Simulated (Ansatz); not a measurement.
## Collinear states of Mn2CuN2

Theory: Ansatz 0.2.0, DFT PBE, scalar-relativistic, plane waves, PAW.

```
Mn Cu N
1.0
     2.79807   -1.60775    0.00000
     2.79807    1.60775    0.00000
    -1.88036    0.00000    6.08764
Mn Cu N
2 1 2
Cartesian
  3.7292 0.0000 0.8546
  -0.0134 0.0000 5.2330
  1.8579 0.0000 3.0438
  1.8475 0.0000 4.9448
  1.8683 0.0000 1.1429
```

```json
{
 "plane-wave cutoff": "420 eV",
 "Γ-centred k-mesh": "14×14×6",
 "occupation rule": "Gaussian smearing, 0.1 eV",
 "list of starting moments (μB, in atom order)": "4 4 0 0 0",
 "check for lower electronic states after the SCF": "off"
}
```

All runs keep this geometry, which isn't relaxed for the lowest state (largest force there 0.136 eV/Å, pressure -2.0 GPa; forces reach 0.51 eV/Å in another state) and needn't be a stable compound; relaxing each order would shift the differences by some 6 meV/atom, going by the pressures and a bulk modulus of about 150 GPa. Signs run over the atoms with starting moments. The large starts are 5 5 0 0 0 μB. The small starts are 0.5 0.5 0 0 0 μB. Site moments are spin moments in atom-centred spheres that scale with the neighbour distance. The states are those that the runs reached from these starts; a lower one can exist.

Q: Starts tried: no spin; ferromagnetic; large parallel starting moments; antiferromagnetic in the cell, signs +-; small parallel starting moments. Which state comes out lowest, and what are the moments?

A: The lowest state is ferromagnetic, reached from the start “ferromagnetic” and the start “large parallel starting moments” and the start “small parallel starting moments”, with site moments (μB) Mn +1.23 (×2), N -0.06 (×2).

```
                                  start ends energy above lowest (meV/atom) site moments (μB) gap on mesh (eV) P (GPa)
                                no spin non-magnetic                            70.5               none over 0.05             metal     -5.6
                          ferromagnetic ferromagnetic                            0.00  Mn +1.23 (×2), N -0.06 (×2) metal     -2.0
        large parallel starting moments ferromagnetic                            0.00  Mn +1.23 (×2), N -0.06 (×2) metal     -2.0
antiferromagnetic in the cell, signs +-  antiferromagnetic                            10.6           Mn +1.93, Mn -1.93             metal      5.7
        small parallel starting moments ferromagnetic                            0.00  Mn +1.23 (×2), N -0.06 (×2) metal     -2.0
```

Cost: 5 runs of about 15 core-minutes in all, on Arm Neoverse V2 (shared hosts).